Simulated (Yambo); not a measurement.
```
CELL_PARAMETERS angstrom
      5.97484     0.00000     0.00000
      0.00000     5.97484     0.00000
      0.00000     0.00000    15.50000
ATOMIC_POSITIONS crystal
  Li 0.00000 0.50000 0.00000
  Li 0.50000 0.00000 0.00000
  S  0.78516 0.78516 0.07968
  S  0.78516 0.21484 0.92032
  S  0.21484 0.21484 0.07968
  S  0.21484 0.78516 0.92032
  W  0.00000 0.00000 0.00000
```

Response from Yambo on PBEsol (Quantum ESPRESSO, PseudoDojo norm-conserving, 74 Ry, scalar-relativistic) bands: 4×4×1 mesh, 129 bands, 2 Ry local-field block, 0.2 eV broadening.

Q: Give the static in-plane polarisability without and with local fields.

A: 
| field along | α(0), independent particles (Å) | α(0), RPA with local fields (Å) | screening length 2πα (Å) |
|---|---|---|---|
| x | 1.81 | 0.92 | 5.8 |
Electronic (clamped-ion) response only. Spin-orbit coupling, left out here, changes gap and response of such heavy elements. Convergence of the RPA response with its 4×4×1 mesh was not tested.

Geometry relaxed with PBEsol.

This is a model layer cut from the bulk structure; whether it is stable on its own was not checked.
